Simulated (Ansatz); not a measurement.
Structure search: one Ca₂B candidate

The calculation used Ansatz 0.2.0, DFT PBE, scalar-relativistic, plane waves, PAW. Cutoff 420 eV, Gaussian smearing, Γ-centred meshes. In-plane cell and atoms relax first on a coarse mesh and then on a finer one. In metals the finer mesh still leaves noise of several meV/atom or more. The steps can't lower the symmetry of their start. No spin polarisation.

Recipe of this trial structure of Ca₂B: random sheet by layer group and Wyckoff sites. Lengths were set from tabulated atomic sizes, so they are only a guess.

The sheet is periodic along a and b; c holds vacuum.

```xyz
3
Lattice="5.2084 0.0000 0.0000 -2.6042 4.5106 0.0000 0.0000 0.0000 15.0000" Properties=species:S:1:pos:R:3 pbc="T T F"
Ca    2.6042    1.5035    7.5514
Ca    0.0000    3.0071    7.4486
B     0.0000    0.0000    7.5000
```

Energies over the elements count from the elements' standard structures at the same level, with no fitted energy shifts.

**Question.** Where does the relaxation end?

**Answer.** The symmetry stays p-3m1 (No. 72). The area per atom shrinks by 40.2 %, from 7.8 to 4.7 Å². The shortest distance goes from 3.01 Å (Ca–B and Ca–Ca) to 2.69 Å (Ca–B). The energy falls by about 0.89 eV/atom (the start's value is from the coarse mesh). The program sets the height of the box itself, so the height of the cell differs between start and end. In-plane cell: a = 4.029 Å, b = 4.029 Å, γ = 120.0°, thickness 2.72 Å between the outermost nuclei. Ca at height 2.72 Å has 3 B at 2.69 Å; B at height 1.36 Å has 6 Ca at 2.69 Å.

```xyz
3
Lattice="4.0293 0.0000 0.0000 -2.0146 3.4895 0.0000 0.0000 0.0000 28.5663" Properties=species:S:1:pos:R:3 pbc="T T F"
Ca    2.0146    1.1632    8.8578
Ca    0.0000    2.3263    6.1422
B     0.0000    0.0000    7.5000
```

**Question.** Give its energy and gap.

**Answer.**

| Quantity | Value |
| --- | --- |
| Formation energy | +0.58 eV/atom |
| Gap on the 12×12×1 mesh of the 3-atom cell | 0 eV (a metal) |

A positive value: parting into the elements would lower its energy.

The last run used Gaussian smearing of 0.10 eV. The cell is a metal run without spin; a magnetic state may lie lower. Symmetry constrained the relaxation, so the result can be a saddle point. In all, the 5 runs took 96 s on 1 thread of Arm Neoverse V2 (shared host).
